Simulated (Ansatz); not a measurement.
Generalised stacking fault of V (bcc, W type) on the {211} plane. The cell below holds the perfect crystal with the plane normal along z; tilting its third vector by the shift puts one fault into each cell, between planes 1.22 Å apart, at fixed cell height.

```xyz
6
Lattice="2.5958 0.0000 0.0000 0.0000 4.2389 0.0000 0.0000 0.0000 7.3421" Properties=species:S:1:pos:R:3 pbc="T T T"
V      0.0000     0.0000     6.7302
V      1.7305     2.1195     0.6118
V      0.8653     0.0000     1.8355
V      0.0000     2.1195     3.0592
V      1.7305     0.0000     4.2829
V      0.8653     2.1195     5.5065
```

In-plane vectors a = (2.596, 0.000) Å, b = (0.000, 4.239) Å, area 11.00 Å². The shift is s times the vector a (length 2.596 Å), so s = 1 restores the start. Atoms relax along the normal only. γ = [E(shift) − E(0)] / area.

Computed with PBE (plane waves to 420 eV, PAW, scalar-relativistic; Ansatz, an electronic-structure program). k mesh 15×9×6 (Γ-centred), Fermi-Dirac smearing 0.05 eV. E is the zero-smearing estimate. With partly filled bands, the k mesh leaves noise in γ, roughly 0.02 J/m² as judged from a few cases. Faults lie only 7.3 Å apart, and holding the cell height raises γ above its relaxed value. The PAW data are Ansatz's earlier set. V is run without spin polarisation. V was relaxed with its symmetry unable to fall. The zero of γ is zero shift. The last digit holds for this mesh only.

```tsv
s	γ (J/m²)
0.000	0.00
0.083	0.08
0.167	0.26
0.250	0.49
0.333	0.66
0.417	0.78
0.500	0.81
0.583	0.75
0.667	withheld
0.750	0.46
0.833	0.25
0.917	0.07
```

Q: Fit a Fourier form (three harmonics of 1 − cos and sin) to the given rows and predict γ at s = 0.667.

A: Least squares on the 11 given rows: γ = (0.399)·[1 − cos(2πs)] + (0.014)·sin(2πs) + (0.033)·[1 − cos(4πs)] + (-0.005)·sin(4πs) + (0.004)·[1 − cos(6πs)], in J/m²; root-mean-square residual 0.004 J/m². At 0.667 the fit gives 0.63 J/m²; the calculation gives 0.63 J/m², the same to the digits shown. 

(The slope of γ gives the shear force per area between the displaced halves; near zero shift its curvature is an elastic stiffness.)
